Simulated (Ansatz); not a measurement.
SnSeS:
Space group P3m1 (No. 156); a = b = 3.7463 Å, c = 6.1454 Å, α = β = 90.00°, γ = 120.00°

| atom | site | symmetry | x | y | z |
|---|---|---|---|---|---|
| Sn | 1b | 3m. | 0.3333 | 0.6667 | 0.0078 |
| Se | 1a | 3m. | 0.0000 | 0.0000 | 0.7491 |
| S | 1c | 3m. | 0.6667 | 0.3333 | 0.2431 |

Relaxed with r²SCAN+D4.

Which orbitals make up the states near the band edges in r²SCAN+D4 (plane waves, PAW; program Ansatz)?

Top 1 eV of the valence band: Se 4p 57 %, S 3p 38 %. Bottom 1 eV of the conduction band: Sn 5s 35 %, Se 4p 29 %, S 3p 27 %, outside the projected shells 5 %. Projections are on Löwdin-orthogonalised atomic valence shells; empty p or d shells of many metals are not among them.

Tabulate the density of states.

States/eV per cell of 3 atoms, in 0.25 eV bins, energy from the valence-band maximum.

| E (eV) | total | S 3p | Se 4p | Sn 5p |
|---|---|---|---|---|
| -7.85 | 0.00 | 0.00 | 0.00 | 0.00 |
| -7.60 | 0.00 | 0.00 | 0.00 | 0.00 |
| -7.35 | 0.53 | 0.11 | 0.09 | 0.00 |
| -7.10 | 2.16 | 0.45 | 0.38 | 0.00 |
| -6.85 | 1.08 | 0.22 | 0.18 | 0.00 |
| -6.60 | 0.81 | 0.16 | 0.14 | 0.00 |
| -6.35 | 0.71 | 0.14 | 0.12 | 0.00 |
| -6.10 | 0.71 | 0.14 | 0.12 | 0.00 |
| -5.85 | 1.01 | 0.21 | 0.21 | 0.00 |
| -5.60 | 0.55 | 0.11 | 0.11 | 0.00 |
| -5.35 | 0.32 | 0.06 | 0.06 | 0.00 |
| -5.10 | 0.13 | 0.02 | 0.03 | 0.00 |
| -4.85 | 0.17 | 0.05 | 0.05 | 0.06 |
| -4.60 | 0.98 | 0.30 | 0.30 | 0.32 |
| -4.35 | 1.91 | 0.63 | 0.58 | 0.60 |
| -4.10 | 1.62 | 0.57 | 0.48 | 0.49 |
| -3.85 | 1.13 | 0.42 | 0.34 | 0.30 |
| -3.60 | 1.37 | 0.54 | 0.39 | 0.35 |
| -3.35 | 1.61 | 0.66 | 0.46 | 0.39 |
| -3.10 | 1.76 | 0.73 | 0.52 | 0.42 |
| -2.85 | 2.44 | 1.03 | 0.76 | 0.52 |
| -2.60 | 2.73 | 1.21 | 0.83 | 0.57 |
| -2.35 | 2.23 | 1.02 | 0.69 | 0.42 |
| -2.10 | 1.93 | 0.92 | 0.60 | 0.32 |
| -1.85 | 1.38 | 0.71 | 0.42 | 0.19 |
| -1.60 | 1.53 | 0.78 | 0.55 | 0.15 |
| -1.35 | 1.89 | 0.91 | 0.77 | 0.14 |
| -1.10 | 2.99 | 1.33 | 1.42 | 0.14 |
| -0.85 | 3.06 | 1.28 | 1.59 | 0.09 |
| -0.60 | 3.98 | 1.62 | 2.18 | 0.07 |
| -0.35 | 3.67 | 1.37 | 2.16 | 0.06 |
| -0.10 | 1.62 | 0.42 | 1.13 | 0.05 |
| 0.15 | 0.00 | 0.00 | 0.00 | 0.00 |
| 0.40 | 0.00 | 0.00 | 0.00 | 0.00 |
| 0.65 | 0.00 | 0.00 | 0.00 | 0.00 |
| 0.90 | 0.00 | 0.00 | 0.00 | 0.00 |
| 1.15 | 0.00 | 0.00 | 0.00 | 0.00 |
| 1.40 | 0.31 | 0.08 | 0.09 | 0.00 |
| 1.65 | 0.79 | 0.21 | 0.22 | 0.02 |
| 1.90 | 1.04 | 0.28 | 0.29 | 0.03 |
| 2.15 | 1.67 | 0.46 | 0.49 | 0.05 |
| 2.40 | 1.74 | 0.48 | 0.50 | 0.06 |
| 2.65 | 1.83 | 0.50 | 0.50 | 0.08 |
| 2.90 | 0.63 | 0.17 | 0.16 | 0.03 |
| 3.15 | 0.00 | 0.00 | 0.00 | 0.00 |
| 3.40 | 0.00 | 0.00 | 0.00 | 0.00 |
| 3.65 | 0.00 | 0.00 | 0.00 | 0.00 |
| 3.90 | 0.03 | 0.00 | 0.00 | 0.02 |
| 4.15 | 0.15 | 0.00 | 0.01 | 0.09 |
| 4.40 | 0.24 | 0.00 | 0.02 | 0.15 |
| 4.65 | 0.61 | 0.03 | 0.06 | 0.37 |
| 4.90 | 1.65 | 0.12 | 0.19 | 0.92 |
| 5.15 | 2.07 | 0.18 | 0.24 | 1.19 |
| 5.40 | 2.40 | 0.24 | 0.29 | 1.41 |
| 5.65 | 1.80 | 0.19 | 0.23 | 1.04 |
| 5.90 | 2.11 | 0.24 | 0.27 | 1.12 |

The first step of the workflow began from a Materials Project structure, measured or hypothetical; the Crystallography Open Database copy checked does not list it. With Se and S taken as one species the cell has the higher symmetry P-3m1, so it may be an ordered model of a mixed-site phase. Whether it is the stable phase at ambient conditions was not checked. The cell was relaxed with r²SCAN+D4 under the symmetry of its start; its stability against distortions is not shown here. Spin–orbit coupling is left out wherever it is not named.

Potentials: the later of the program's two PAW sets.
